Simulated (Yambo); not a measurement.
# How GW settings move the gap: KIO3

G0W0@LDA for KIO3 (space group R3m, No. 160) in Yambo. Reference settings: 4×4×4 Γ-centred k mesh, 126 bands and a 7 Ry block in the screening, 126 bands in G with the Bruneval-Gonze terminator, plasmon pole fitted at 27.2 eV. The LDA gap Z → Z on this mesh is 2.45 eV; G0W0 gaps are taken between the same points.

```
change from the reference     G0W0 gap Z → Z (eV)  shift of the valence edge (eV)        rough Yambo cost
----------------------------  -------------------  ------------------------------  ----------------------
reference settings                           4.07                           -0.75                       1
81 bands in G                                4.08                           -0.74                       –
60 bands in W                                4.15                           -0.64  within a factor of two
1 Ry block                                   4.29                           -0.72  within a factor of two
3 Ry block                                   4.00                           -0.59  within a factor of two
48 bands in G, no terminator                 4.05                           -0.09                       –
no terminator                                4.04                           -0.56                       –
```

The reference isn't shown to be the converged limit. Costs are rough (shared machines), scaled to the same edge states, and given only for runs that recompute the screening.

Without spin-orbit coupling, band edges of such heavy elements can be off by tenths of an eV.

Geometry of the Materials Project entry, not relaxed at this level; primitive cell a = 4.4383 Å, b = 4.4383 Å, c = 4.4383 Å, α = 88.67°, β = 88.67°, γ = 88.67°.

A shift is the quasiparticle energy of the state minus its LDA energy.
